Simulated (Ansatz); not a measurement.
A sound run on Ni (Im-3m), field of 300 T on the spins (DFT, LDA, PAW with Ansatz's default frozen-core files, scalar-relativistic (Ansatz)):

```yaml
crystal:
  lattice:
    - [-1.38371547, 1.38371547, 1.38371547]
    - [1.38371547, -1.38371547, 1.38371547]
    - [1.38371547, 1.38371547, -1.38371547]
  atoms:
    - { symbol: Ni, position: [0.0, 0.0, 0.0], spin: 0.5 }
magnetization:
  spin_polarized: true
  magnetic_field: 300
kpoints:
  mp_grid: { grid: [17, 17, 17] }
scf:
  occupations: { method: fermi_dirac, width: 0.05 }
  convergence: { dr2_threshold: 1.0e-10 }
  lower_state_search: "off"
hamiltonian:
  xc: lda
  pseudopotentials: { kind: paw }
output:
  forces: true
  stress: true
  eigenvalues: true
```

It converged in 17 iterations. Site moments (μB): Ni 0.55. Cell moment 0.53 μB. Pressure -10.37 GPa.

The input is then changed, output keys apart:

```diff
-  mp_grid: { grid: [17, 17, 17] }
+  mp_grid: { grid: [11, 11, 11] }
+  n_extra_bands: 1
+basis:
+  ecutwfc: "350 eV"
```

Task: What happens?

Result: Self-consistency was reached. Free energy -5773.2477 eV against -5773.2687 eV, cell moment 0.61 μB, pressure -9.87 GPa. These settings were drawn wide on purpose, so the numbers show their effect and aren't offered as converged values.
```
Warning: basis.ecutwfc = 350 eV is below the records' recommended 420 eV, and the density's cutoff is lower with it unless basis.ecutrho_ratio is high enough to keep the records' density cutoff: compare with a run at a higher cutoff
Warning: the band count 10 (scf.n_extra_bands) hosts the net moment |M| = 0.5000 μB (N_el = 18) but caps the reachable moment at 2·n_bands − N_el = 2.0000 μB, below the 14 bands that the automatic rule leaves for it — a moment growing past the seed, or the majority channel's smearing tail, pins there with fewer empty majority states than that count leaves; raise or omit scf.n_extra_bands unless the cap is intended
scf.n_extra_bands = 1 over 9 filled bands (N_el = 18.0): the run solves 10 bands
Engine: ansatz 0.2.0
Pseudopotentials: kind: paw
Pseudopotential: Ni, paw, valence charge 18, recommended cutoff 420 eV (normal), Ni.paw.azcp
Functional definition: SPW92
  exchange = slater_x
  correlation = pw_c
Crystal: 1 atoms, lattice volume = 10.597 Å³
Basis set: ecut = 350 eV, 141 PW (Γ)
Bands: 10, of which v1, the nominal top of the filled ones, is band 9 counted from 1 (8 counted from 0)
Symmetry: 48 space group operations
Space group: Im-3m (ITA 229), of the structure as read, at distance tolerance 2.2e-5 Å
Magnetic group: BNS 229.140 (UNI 1642), of the structure as read, at distance tolerance 2.2e-5 Å
k-points: 56 of 1331
Non-local potential: Ni, projectors of the file, l = 0: 3, l = 1: 2, l = 2: 3, l = 3: 1
PAW form: soft (Blöchl's): semilocal exchange-correlation on the pseudo side does not see the compensation charge
PAW frozen core: Ni, regenerated for the run's functional, and the local potential with it (the file was generated under x = pbe(κ = 0.804, μ = 0.2195149727645171), c = pbe(β = 0.06672455060314922))
PAW one-centre angular grid: Ni, 590 points (default); XC on 64 Gauss nodes
Initial density: superposition of atomic densities (chi_scale 0.1, normalization cell)
[...]
  E_aug_tail   = 0.000110  (compensation charges beyond the density's cutoff)
  E_zeeman     = -0.010544  (= −μ_B·B·M)
  E_ewald      = -3067.608538
  E_core_change = 0.434120  (= ΣΔE_core)
  E_smearing   = -0.013719  (= −TS)
  E_closure    = -0.000000  (closes the sum)
  Σ components = -5773.247661   (vs F -5773.247661, Δ=0.00e0)
--- Forces (eV/Å), atoms counted from 1 ---
  atom   1  Ni     0.00000000     0.00000000    -0.00000000
  max |Σ_I F_I| component: 1.07e-31 eV/Å
--- Stress (GPa, compression-positive) ---
       -9.868360       0.000000       0.000000
        0.000000      -9.868360       0.000000
        0.000000      -0.000000      -9.868360
  P = ⅓ Tr σ = -9.8684 GPa (-98.684 kbar)
--- Band table (eV; the first three rows and the last of 112) ---
  k-point 0 ↑: bands = ["-84.4881", "-45.1488", "-45.1488", "-45.1488", "8.9854", "15.7701", "15.7701", "15.7701", "17.2355", "17.2355"]
  k-point 1 ↑: bands = ["-84.4847", "-45.1702", "-45.1565", "-45.1495", "9.3329", "15.6864", "15.7599", "15.9290", "17.1523", "17.2354"]
  k-point 2 ↑: bands = ["-84.4755", "-45.2245", "-45.1755", "-45.1493", "10.3280", "15.4738", "15.7073", "16.3816", "17.0233", "17.2579"]
  k-point 55 ↓: bands = ["-83.6325", "-44.5825", "-44.5794", "-44.5794", "14.2579", "14.2747", "18.5248", "18.5248", "18.6141", "26.9036"]
```
